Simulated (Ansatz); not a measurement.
Mg₃ZnO₄ in space group P4/mmm (No. 123; Pearson symbol tP8), DFT-PBEsol in the program Ansatz with PAW potentials. The conduction-band minimum lies at Γ, with 1 equivalent valley. Second derivatives d²E/dk² of the lowest band at one valley (eV·Å²), along Cartesian directions:

| direction | d²E/dk² |
|---|---|
| [100] | 24.68 |
| [010] | 24.68 |
| [001] | 24.03 |
| [110] | 24.68 |
| [101] | 24.35 |
| [011] | 24.35 |

Problem. Find the principal effective masses, the density-of-states mass and the conductivity mass.

Solution. Off-diagonal terms follow from H_xy = H[110] − (H_xx + H_yy)/2, and m*/mₑ = 7.620 eV·Å² over each eigenvalue: 0.31, 0.31, 0.32. One valley's DOS mass (m₁m₂m₃)^(1/3) = 0.31, conductivity mass 3/(Σ 1/mᵢ) = 0.31 mₑ.

Problem. What effective density of states Nc follows at 300 K for parabolic valleys?

Solution. Nc = 2.509e19 × 1 × (0.31)^(3/2) ≈ 4.3e18 cm⁻³.

Problem. With the computed static dielectric constant 13.2 (mean of the diagonal), estimate a hydrogenic donor's binding energy and radius.

Solution. E = 13.606 eV × 0.31/13.2² ≈ 24 meV; a = 0.529 Å × ε/m* ≈ 23 Å. Semilocal masses tend to be too small where the gap is.

The workflow started from a Materials Project entry (that database holds measured and hypothetical structures alike); the Crystallography Open Database copy checked does not list it. With Mg and Zn taken as one species the cell has the higher symmetry Fm-3m, so it may be an ordered model of a mixed-site phase. Whether it is the stable phase at ambient conditions was not checked. Symmetry was held in the PBEsol relaxation; of distortions, only those at the zone centre were tested.

Potentials: the later of the program's two PAW sets.
